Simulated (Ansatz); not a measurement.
ScPdN2:
```xyz
4
Lattice="1.6277 0.9397 5.9417 -1.6277 0.9397 5.9417 0.0000 -1.8795 5.9417" Properties=species:S:1:pos:R:3 pbc="T T T"
Sc     0.0000     0.0000     8.9125
Pd     0.0000     0.0000     0.0000
N      0.0000     0.0000    15.9364
N      0.0000     0.0000     1.8887
```

Relaxed with r²SCAN.

Problem. Give the Bader charges and basin volumes of the independent atoms, plane-wave PAW r²SCAN (Ansatz code).

Solution. 

```csv
atom,Bader charge (e),Bader volume (Å³)
Sc1,+1.91,8.6
Pd2,+0.59,19.1
N3,-1.25,13.4
```

Space group R-3m. The start of the workflow was typed in or built on a structure type; neither database checked (COD, Materials Project) lists it. Whether it is the stable phase at ambient conditions was not checked. The cell was relaxed with r²SCAN under the symmetry of its start; its stability against distortions is not shown here. No spin polarisation was allowed.

Potentials: the later of the program's two PAW sets.
